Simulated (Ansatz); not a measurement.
Starting cell, Hf (hcp, Mg type):

```
Hf
1.0
    6.39568     0.00000     0.00000
   -1.59892     2.76941     0.00000
    0.00000     0.00000     5.04744
Hf
4
Direct
  0.16667   0.66667   0.75000
  0.66667   0.66667   0.75000
  0.33333   0.33333   0.25000
  0.83333   0.33333   0.25000
```

The atoms are displaced by Q × the pattern below (from a DFPT mode at M = (0.5, 0.0, 0.0), largest move 1; Q in Å), at fixed cell. (q is in reciprocal vectors of the primitive cell; the cell shown is doubled to hold the pattern.)

| atom | x | y | z |
|---|---|---|---|
| Hf1 | -0.866 | -0.500 | 0.000 |
| Hf2 | 0.866 | 0.500 | 0.000 |
| Hf3 | -0.866 | -0.500 | 0.000 |
| Hf4 | 0.866 | 0.500 | 0.000 |

Calculation: r2SCAN (plane waves to 500 eV, PAW, scalar-relativistic; Ansatz, a first-principles code). k mesh 17×17×9 (Γ-centred), Fermi-Dirac smearing 0.05 eV. The energy includes the smearing's −TS. Stress and pressure are positive under compression. With partly filled bands, energies and forces of such displacements shift with the k mesh and the smearing. Hf is run without spin polarisation. Hf was relaxed with its symmetry unable to fall. Spin-orbit coupling is left out, though Hf is heavy. The PAW data are Ansatz's earlier set. ΔE is measured from the undisplaced structure.

| Q (Å) | ΔE (meV/cell) | P (GPa) | −dE/dQ from forces (eV/Å) |
|---|---|---|---|
| -0.180 | 767 | 4.0 | 8.451 |
| -0.150 | 537 | 2.8 | 6.933 |
| -0.120 | 350 | 1.8 | 5.555 |
| -0.090 | 202 | 1.0 | 4.297 |
| -0.060 | 92 | 0.5 | 3.011 |
| -0.030 | 23 | 0.1 | 1.554 |
| 0.000 | 0 | 0.0 | 0.000 |
| 0.030 | 23 | 0.1 | -1.554 |
| 0.060 | 92 | 0.5 | -3.011 |
| 0.090 | 202 | 1.0 | -4.297 |
| 0.120 | 350 | 1.8 | -5.555 |
| 0.150 | 537 | 2.8 | -6.933 |
| 0.180 | 767 | 4.0 | -8.451 |

Derived quantities:

- Energy at Q = 0.180 Å: 767 meV/cell
- Space group of the distorted cell: Pmma (No. 51), lowered from P6_3/mmc
- Symmetry of the curve: even: the same for both signs
- Shape of the curve: a single well with its minimum at or next to zero displacement
- Harmonic wavenumber from the curvature (finite differences): 141 cm⁻¹

The 13 points together took around 90 core-minutes (rough).

(A displaced cell: forces are minus the slopes of the energy, force constants its curvatures, and phonons follow from these.)
